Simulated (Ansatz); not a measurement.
# Property card for NbSiB

NbSiB:
```yaml
crystal:
  lattice:
    - [1.64509, -6.72622, 0.00000]
    - [1.64509, 6.72622, 0.00000]
    - [0.00000, 0.00000, 3.17832]
  atoms:
    - { symbol: Si, position: [0.70243, 0.29757, 0.25000] }
    - { symbol: Si, position: [0.29757, 0.70243, 0.75000] }
    - { symbol: B, position: [0.46712, 0.53288, 0.75000] }
    - { symbol: B, position: [0.53288, 0.46712, 0.25000] }
    - { symbol: Nb, position: [0.09787, 0.90213, 0.75000] }
    - { symbol: Nb, position: [0.90213, 0.09787, 0.25000] }
```

Space group Cmcm (No. 63); conventional cell a = 3.2902 Å, b = 13.4524 Å, c = 3.1783 Å, α = β = γ = 90.00°.

Method: the program Ansatz at the r²SCAN level (PAW). The cell and atoms are relaxed at this level. Other levels are named where they apply.

Cell and energy:

```yaml
volume_per_atom: 11.72 Å³
density: 6.22 g/cm³
Formation energy from the elements (no fitted shifts): -0.61 eV/atom
```

Electronic structure:

```yaml
electronic_character: metallic (no gap)
Density of states at the Fermi level: 0.12 states/eV per atom (mean over ±0.08 eV)
Gap with spin–orbit coupling: none (metallic)
```

Mechanics:

```yaml
Bulk modulus (Birch–Murnaghan fit): 228 GPa
Pressure derivative B′: 4.4
```

Charges:

```yaml
bader_charges: Si -0.28, B -0.86, Nb +1.14 e
```

The start of the workflow was typed in or built on a structure type; neither database checked (COD, Materials Project) lists it. Its standing as an ambient phase is unchecked. The r²SCAN relaxation kept the symmetry of its start; its stability against distortions is not shown here. No spin polarisation was allowed. The references are the lowest solids computed at this level, not always the standard phases. Scalar-relativistic: spin–orbit coupling is off unless named, which matters more the heavier the elements.

Potentials: the later of the program's two PAW sets.
